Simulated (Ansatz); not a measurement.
Li8PbO6:
```yaml
crystal:
  lattice:
    - [2.72060, 1.57074, 5.13576]
    - [-2.72060, 1.57074, 5.13576]
    - [0.00000, -3.14148, 5.13576]
  atoms:
    - { symbol: Li, position: [0.65084, 0.65084, 0.65084] }
    - { symbol: Li, position: [0.34916, 0.34916, 0.34916] }
    - { symbol: Li, position: [0.22914, 0.89834, 0.50779] }
    - { symbol: Li, position: [0.77086, 0.10166, 0.49221] }
    - { symbol: Li, position: [0.50779, 0.22914, 0.89834] }
    - { symbol: Li, position: [0.49221, 0.77086, 0.10166] }
    - { symbol: Li, position: [0.89834, 0.50779, 0.22914] }
    - { symbol: Li, position: [0.10166, 0.49221, 0.77086] }
    - { symbol: Pb, position: [0.00000, 0.00000, 0.00000] }
    - { symbol: O, position: [0.39678, 0.09918, 0.75759] }
    - { symbol: O, position: [0.60322, 0.90082, 0.24241] }
    - { symbol: O, position: [0.75759, 0.39678, 0.09918] }
    - { symbol: O, position: [0.24241, 0.60322, 0.90082] }
    - { symbol: O, position: [0.09918, 0.75759, 0.39678] }
    - { symbol: O, position: [0.90082, 0.24241, 0.60322] }
```

Cartesian axes are those of the cell as given.

Question: Give the high-frequency dielectric tensor and the Born effective charge tensors of the independent atoms from DFPT, the program Ansatz at the LDA level (PAW).

Answer: 
ε∞:
```
3.57  0.00  0.00
0.00  3.57  0.00
0.00  0.00  3.76
```
Z* of atom 1 (Li), rows: field, columns: displacement, in e:
```
 1.16   0.03   0.00
-0.03   1.16   0.00
 0.00   0.00   0.80
```
Z* of atom 3 (Li), rows: field, columns: displacement, in e:
```
 0.84   0.16   0.04
 0.20   0.99  -0.14
 0.02   0.01   1.09
```
Z* of atom 9 (Pb), rows: field, columns: displacement, in e:
```
 3.65  -0.01   0.00
 0.01   3.65   0.00
 0.00   0.00   3.59
```
Z* of atom 10 (O), rows: field, columns: displacement, in e:
```
-1.83  -0.21  -0.14
-0.23  -1.99  -0.33
-0.17  -0.28  -1.96
```

Space group R-3. The workflow started from a Materials Project entry (that database holds measured and hypothetical structures alike); the Crystallography Open Database files this formula in space group No. 148, but the cells were not matched. Whether it is the stable phase at ambient conditions was not checked. Symmetry was held in the LDA relaxation; whether a distortion lowers the energy is not shown. Spin–orbit coupling is left out wherever it is not named.

Potentials: the later of the program's two PAW sets.
